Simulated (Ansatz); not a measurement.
Method: r2SCAN, no spin polarisation; PAW, plane waves to 500 eV, 8×8×5 Γ-centred mesh, fermi-dirac occupations (width 0.1 eV) (Ansatz 0.2.0), atoms fixed.

Computed maps in the lattice plane spanned by a (left to right, 4.75 Å, 14 points from zero) and b (bottom to top, 4.75 Å, 14 points from zero), 120° apart, at height 0.167 along c. The fields are smooth PAW ones with compensation charges, not the true ones near nuclei.

Valence density. Digits on a logarithmic scale: 0 up to 0.03 e/Å³, each further digit a factor of 1.6, 9 from 1.3 e/Å³ up:
```
69999855567655
89999755566555
99999655666556
99996567887667
78765689998666
55556899998655
55557999997555
55568999986555
76668999865678
97667887656999
96556665569999
85556655579999
65567655589999
56899755579986
```

ELF. Ten even steps from '0' (0.01) to '9' (0.89):
```
23786214211124
27996134433452
48983243222341
36632322432231
12123247873231
11342485584242
34432750572344
12424855842431
11323787423212
31322342232366
41432223423898
22543344316997
24211124126873
32243113113422
```

**Question.** The cell is Mn$_{2}$W. Which atoms lie within 0.2 Å of this plane, and where (fractions of a and b)?

**Answer.** W at (0.50, 0.50), Mn at (0.84, 0.16), Mn at (0.16, 0.84). The whole cell:
```yaml
crystal:
  lattice:
    - [4.75105, 0.00000, 0.00000]
    - [-2.37552, 4.11453, 0.00000]
    - [0.00000, 0.00000, 6.61802]
  atoms:
    - { symbol: W, position: [0.50000, 0.50000, 0.16670] }
    - { symbol: W, position: [0.00000, 0.50000, 0.83337] }
    - { symbol: W, position: [0.50000, 0.00000, 0.50003] }
    - { symbol: Mn, position: [0.83820, 0.16180, 0.16670] }
    - { symbol: Mn, position: [0.67640, 0.83820, 0.83337] }
    - { symbol: Mn, position: [0.83820, 0.67640, 0.50003] }
    - { symbol: Mn, position: [0.16180, 0.83820, 0.16670] }
    - { symbol: Mn, position: [0.32360, 0.16180, 0.83337] }
    - { symbol: Mn, position: [0.16180, 0.32360, 0.50003] }
```

Origin: a known structure type with other elements, at an estimated volume, so it need not be a known compound. Caveats: no spin polarisation, so a magnetic state may lie lower; atoms or cell far from equilibrium.
